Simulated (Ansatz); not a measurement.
A 4-atom cell of Mg2NCl (R-3m) from a materials database, relaxed with r2SCAN. Space group R-3m (No. 166), trigonal; conventional cell a = 3.293 Å, c = 17.814 Å, 13.94 Å³ an atom. Mg is surrounded by 3 N at 2.15 Å and 3 Cl at 2.74 Å; N is surrounded by 6 Mg at 2.15 Å; Cl is surrounded by 6 Mg at 2.74 Å.

```cif
data_structure
_symmetry_space_group_name_H-M 'R-3m:H'
_symmetry_Int_Tables_number 166
_cell_length_a 3.2932
_cell_length_b 3.2932
_cell_length_c 17.8139
_cell_angle_alpha 90.000
_cell_angle_beta 90.000
_cell_angle_gamma 120.000
_cell_volume 167.31
loop_
_atom_site_label
_atom_site_type_symbol
_atom_site_symmetry_multiplicity
_atom_site_Wyckoff_symbol
_atom_site_fract_x
_atom_site_fract_y
_atom_site_fract_z
_atom_site_occupancy
Mg1 Mg 6 c 0.33333 0.66667 0.88958 1
N1 N 3 b 0.66667 0.33333 0.83333 1
Cl1 Cl 3 a 0.00000 0.00000 0.00000 1
```

The questions ask for values computed with the PAW code Ansatz on this geometry. (Simulation; spin polarisation is off.)

Given (10×10×10 mesh): r2SCAN gives a direct gap of 3.12 eV at Γ.

**Question.** What does PBE give for the gap (10×10×10 mesh)?

**Answer.** With PBE the gap is 2.44 eV and direct, at Γ. The gap differs by -0.68 eV from r2SCAN's.

**Question.** Estimate the gap with DDH-PBE0 on 6×6×6.

**Answer.** The DDH-PBE0 gap is direct at Γ: 4.11 eV. The share of exact exchange is 0.220. The gap differs by +0.99 eV from r2SCAN's.

**Question.** What does G0W0@PBE with 166 empty bands, a screening cutoff of 120 eV and a 6×6×6 mesh give?

**Answer.** 3.76 eV (the shift on the mesh added to PBE's least gap). G0W0 moves the gap on the mesh from 2.44 eV (PBE) to 3.76 eV (direct at Γ). Renormalisation factors Z lie between 0.75 and 0.82. G0W0 values are finite-basis, finite-mesh values.

**Question.** Relaxed again with PBEsol, is the cell stable at the zone centre, and where do its optical modes lie?

**Answer.** All optical modes at Γ are real, from 92 to 468 cm⁻¹ without the longitudinal term; this says nothing of other wave vectors. With the long-range field the highest mode reaches 619 cm⁻¹. By the program's warning the force constants, and with them frequencies and ε⁰, aren't converged on this mesh.
